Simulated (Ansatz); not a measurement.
What does Ansatz print for the nuclei with this input?

The cell is a COD entry, atoms as given.

```yaml
crystal:
  lattice:
    - [5.157, 0.0, 0.0]
    - [0.0, 9.191, 0.0]
    - [0.0, 0.0, 5.463]
  atoms:
    - { symbol: Ti, position: [0.1372, 0.1289, 0.9008] }
    - { symbol: Ti, position: [0.6372, 0.3711, 0.0992] }
    - { symbol: Ti, position: [0.8628, 0.6289, 0.5992] }
    - { symbol: Ti, position: [0.3628, 0.8711, 0.4008] }
    - { symbol: Ti, position: [0.8628, 0.8711, 0.0992] }
    - { symbol: Ti, position: [0.3628, 0.6289, 0.9008] }
    - { symbol: Ti, position: [0.1372, 0.3711, 0.4008] }
    - { symbol: Ti, position: [0.6372, 0.1289, 0.5992] }
    - { symbol: O, position: [0.8162, 0.0098, 0.851] }
    - { symbol: O, position: [0.3162, 0.4902, 0.149] }
    - { symbol: O, position: [0.1838, 0.5098, 0.649] }
    - { symbol: O, position: [0.6838, 0.9902, 0.351] }
    - { symbol: O, position: [0.1838, 0.9902, 0.149] }
    - { symbol: O, position: [0.6838, 0.5098, 0.851] }
    - { symbol: O, position: [0.8162, 0.4902, 0.351] }
    - { symbol: O, position: [0.3162, 0.0098, 0.649] }
    - { symbol: O, position: [0.4638, 0.2312, 0.8884] }
    - { symbol: O, position: [0.9638, 0.2688, 0.1116] }
    - { symbol: O, position: [0.5362, 0.7312, 0.6116] }
    - { symbol: O, position: [0.0362, 0.7688, 0.3884] }
    - { symbol: O, position: [0.5362, 0.7688, 0.1116] }
    - { symbol: O, position: [0.0362, 0.7312, 0.8884] }
    - { symbol: O, position: [0.4638, 0.2688, 0.3884] }
    - { symbol: O, position: [0.9638, 0.2312, 0.6116] }
kpoints:
  mp_grid: { grid: [4, 3, 4] }
scf:
  occupations: { method: fermi_dirac, width: 0.02 }
hamiltonian:
  xc: pbe
  pseudopotentials: { kind: paw, frozen_core: stored }
output:
  forces: true
  stress: true
  populations: true
  efg: { quadrupole_moments_barn: { Ti: 0.247, O: -0.02558 } }
```

```sh
ansatz run input.yaml --threads 1 --pin off --max-ram 3072MiB --backend cpu --events-out ev --progress --plain --runs-dir out
```

Of the output, the block on the nuclei alone is shown; the set-up, the SCF iterations, energies, forces and stress are cut. One atom of each set with nearly equal values is shown.

```
--- PAW observables at the nuclei: V_zz in 10²¹ V/m², potentials from the cell's mean, atoms counted from 1 ---
  atom   1  Ti V_zz =    -1.720474   η = 0.8752   by run symmetry: allowed   C_q = -10.2754 MHz
            electrostatic potential = -2526.532473 V   contact ρ = none
  atom   9  O  V_zz =    +2.110347   η = 0.8346   by run symmetry: allowed   C_q = -1.3053 MHz
            electrostatic potential = -624.148951 V   contact ρ = none
  atom  17  O  V_zz =    -2.458297   η = 0.9240   by run symmetry: allowed   C_q = +1.5205 MHz
            electrostatic potential = -624.154750 V   contact ρ = none
```

The run took 14 s of wall time (14 s of CPU time) and 0.82 GiB at its peak, on 1 thread of AMD EPYC 9R45 (Zen 5) (x86_64; 16 cores open to the job, memory cap 3.0 GiB, no GPU), a shared host with a load of 0.2 a core.
